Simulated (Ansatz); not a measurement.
Crystals of one structure type (bcc (W type)), relaxed and computed with r²SCAN+D4 (plane waves, PAW; program Ansatz).

```csv
crystal,a (Å),spin order and moments (μB)
K,…,not spin-polarised
V,2.978,moments vanished
Cr,2.948,antiferromagnetic; net 0.00 per atom; largest site about 2.8
Rb,5.723,not spin-polarised
Nb,3.297,not spin-polarised
Mo,3.144,not spin-polarised
Cs,6.243,not spin-polarised
Ba,5.050,not spin-polarised
```

**Question.** Fill in the missing entries.

**Answer.** 
- K, a (Å): 5.324

Spin orders computed, not proven ground states: Cr, bcc (W type) antiferromagnetic. Began spin-polarised and lost the moments: V, bcc (W type). All cells were relaxed under the symmetry of their starts (and spin orders); stability against distortions was not tested throughout. Rows with no word on spin ran without spin polarisation. Scalar-relativistic: spin–orbit coupling is off unless named, which matters more the heavier the elements.

Potentials: the earlier of the program's two PAW sets.
